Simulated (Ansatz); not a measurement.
Task: Os (hcp (Mg type), P6_3/mmc) is relaxed with the program Ansatz at the LDA level (PAW). What lattice parameters of the conventional cell result?

Result: a = 2.716 Å, c = 4.290 Å.

The LDA relaxation kept the symmetry of its start; of distortions, only those at the zone centre were tested. No spin polarisation was allowed. Axis ratios of metals converge slowly with the k-mesh, so a and c are less sure than the volume. Spin–orbit coupling is left out wherever it is not named.

Potentials: the earlier of the program's two PAW sets.
